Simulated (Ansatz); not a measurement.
ZnSnN2 in space group R-3m (No. 166; Zn on 3a, Sn on 3b, N on 6c), the program Ansatz at the r²SCAN level (PAW), all energies at zero smearing, with the estimated change up to a 700 eV cutoff added, with one set of potentials and settings (totals compare only within such a set). Cell of 4 atoms (1 Zn, 1 Sn, 2 N): -10133.376 eV.

```csv
element,reference phase,E (eV/atom)
Zn,"P6_3/mmc, 2 atoms in the cell",-3325.6811
Sn,"Fd-3m, 2 atoms in the cell",-6038.7047
N,"Pa-3, 8 atoms in the cell",-384.8341
```

Formation energy per atom, worked out: (-10133.376 − 1×(-3325.6811) − 1×(-6038.7047) − 2×(-384.8341))/4 = 0.169 eV/atom (16 kJ per mol of atoms), at 0 K, without zero-point energy or fitted corrections.

The start of the workflow was typed in or built on a structure type; neither database checked (COD, Materials Project) lists it. Its standing as an ambient phase is unchecked. Symmetry was held in the r²SCAN relaxation; whether a distortion lowers the energy is not shown. Its formation energy is positive at this level, so the cell may be metastable or incomplete. The references are the lowest solids computed at this level, not always the standard phases (solids in place of the gases). Spin–orbit coupling is left out wherever it is not named.

Potentials: the earlier of the program's two PAW sets.
